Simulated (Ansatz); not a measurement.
## In: from a starting cell to a relaxed one

The start is a generated cell, In built in the diamond structure type. The structure is fully relaxed (lattice and positions, P = 0) with r2SCAN (plane waves to 500 eV, PAW, scalar-relativistic; Ansatz, a program for electronic structure). First-step values are on the input's coarse k-mesh.

Ansatz input (later rounds restart from its end on a renewed k-mesh):
Ansatz 0.2 input:
```yaml
crystal:
  lattice:
    - [0, 3.144292, 3.144292]
    - [3.144292, 0, 3.144292]
    - [3.144292, 3.144292, 0]
  atoms:
    - { symbol: In, position: [0.25, 0.25, 0.25] }
    - { symbol: In, position: [0, 0, 0] }
basis: { ecutwfc: 500, ecutrho_ratio: 4, xc_grid: 4, fft_grid_basis: typed }
kpoints: { mp_grid: { grid: [9, 9, 9] } }
hamiltonian:
  xc: r2scan
  dispersion: none
  pseudopotentials: { azcp: { folder: ./paw }, kind: paw }
scf: { occupations: { method: fermi_dirac, width: 0.05 } }
relax: { f_tol: 0.01, max_steps: 100, cell: { stress_tol: 0.02 } }
output: { forces: true, stress: true }
```

Initial pressure: +6.1 GPa (positive: the cell is compressed)
Outcome: The space group stays Fd-3m (No. 227) (the run could not lower it); the end is diamond type, with 2 atoms in the primitive cell
Volume change: +16.3 %, from 31.09 to 36.14 Å³/atom
Shortest distances (start → end): The closest pairs of elements (up to four, under 3.6 Å), start → end: In–In 2.72 → 2.86 Å
Optimiser moves: 3

Final values are on a 12×12×12 k-mesh of the relaxed cell. No spin polarisation in the result.

The run could not lower the symmetry of its start; a shaken copy of this end point relaxes with r2SCAN to R-3m (No. 166), 0.29 eV/atom lower.

The relaxed structure here is a generated cell of In: the first start was made by placing the elements on the sites of a structure type, and the end was not matched to a known phase here, so it may be hypothetical. Known forms of In include space group No. 139.
